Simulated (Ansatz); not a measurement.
SiO2:
```xyz
9
Lattice="4.9822 0.0000 0.0000 -2.4911 4.3147 0.0000 0.0000 0.0000 5.4674" Properties=species:S:1:pos:R:3 pbc="T T T"
O      1.4366     1.1015     1.1171
O      3.3099     0.6933     2.9396
O      2.7268     2.5198     4.7620
O      0.2357     1.7949     4.3503
O     -1.0545     3.2132     2.5278
O      0.8189     3.6214     0.7054
Si     2.3756     0.0000     1.8225
Si    -1.1878     2.0573     3.6449
Si     1.3033     2.2574     0.0000
```

Relaxed with HSE06.

### Question
Give the Bader charges and basin volumes of the independent atoms, DFT-HSE06 in the program Ansatz with PAW potentials.

### Answer


```csv
atom,Bader charge (e),Bader volume (Å³)
O1,-1.68,18.2
Si7,+3.36,2.7
```

Space group P3_121. Symmetry was held in the HSE06 relaxation.

Potentials: the later of the program's two PAW sets.
